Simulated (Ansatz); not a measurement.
## Calculated Cl-37 NMR of the central transition for CaH₂CClO₃

Cell: a computed structure from the Materials Project (it need not be an observed phase), atoms as given.

Space group C2/m (No. 12); a = 9.8447, b = 7.4992, c = 7.1015 Å, β = 130.89°.

```csv
site,Wyckoff,site symmetry,x,y,z
Ca,4i,m,0.1366,0.0000,0.3911
H,8j,1,0.4088,0.7678,0.9703
C,4h,2,0.5000,0.1039,0.5000
Cl,4i,m,0.7620,0.0000,0.1303
O11,8j,1,0.3885,0.1797,0.5073
O15,4g,2,0.5000,0.6860,0.0000
```

One atom of each set is listed; the run and its k-mesh use a cell of 16 atoms with edges of 6.19, 6.19, 7.10 Å.

Method: Kohn–Sham DFT in Ansatz, PBE, plane waves and PAW, scalar-relativistic, 420 eV cutoff, Γ-centred 6×6×6 k-points, Fermi–Dirac smearing 0.05 eV.

Cl-37 has I = 3/2 and Q = -63.93 mb (Pyykkö 2018); at 35.2 T its Larmor frequency is ν₀ = 122.4 MHz. Only the quadrupole interaction is simulated: positions count from each site's isotropic chemical shift, and J coupling is left out, as are shift anisotropy and dipolar coupling, which fast spinning averages.

Question: Simulate the second-order pattern (fast magic-angle spinning, Gaussian broadening 0.1 kHz) of site Cl (2 Ca at 2.84–2.85 Å; also 2 H at 2.19 Å).

Answer: The calculation gives C_Q = -3.10 MHz and η = 0.60, so ν_Q = 1.55 MHz and the centre of gravity lies at -18.0 ppm (-2.20 kHz).

```json
{"offset (kHz)": "-5.454", "height": "0"}
{"offset (kHz)": "-5.209", "height": "4"}
{"offset (kHz)": "-4.965", "height": "8"}
{"offset (kHz)": "-4.720", "height": "8"}
{"offset (kHz)": "-4.476", "height": "9"}
{"offset (kHz)": "-4.231", "height": "22"}
{"offset (kHz)": "-3.987", "height": "25"}
{"offset (kHz)": "-3.743", "height": "28"}
{"offset (kHz)": "-3.498", "height": "31"}
{"offset (kHz)": "-3.254", "height": "35"}
{"offset (kHz)": "-3.009", "height": "46"}
{"offset (kHz)": "-2.765", "height": "100"}
{"offset (kHz)": "-2.521", "height": "72"}
{"offset (kHz)": "-2.276", "height": "67"}
{"offset (kHz)": "-2.032", "height": "72"}
{"offset (kHz)": "-1.787", "height": "89"}
{"offset (kHz)": "-1.543", "height": "65"}
{"offset (kHz)": "-1.299", "height": "53"}
{"offset (kHz)": "-1.054", "height": "46"}
{"offset (kHz)": "-0.810", "height": "42"}
{"offset (kHz)": "-0.565", "height": "38"}
{"offset (kHz)": "-0.321", "height": "36"}
{"offset (kHz)": "-0.077", "height": "12"}
{"offset (kHz)": "0.168", "height": "0"}
```

The run took 35 s of wall time (28 s of CPU time) and 0.88 GiB at its peak, on 1 thread of Intel Xeon 6975P-C (Granite Rapids) (x86_64; 16 cores open to the job, memory cap 2.5 GiB, no GPU), a shared host with a load of 0.4 a core.
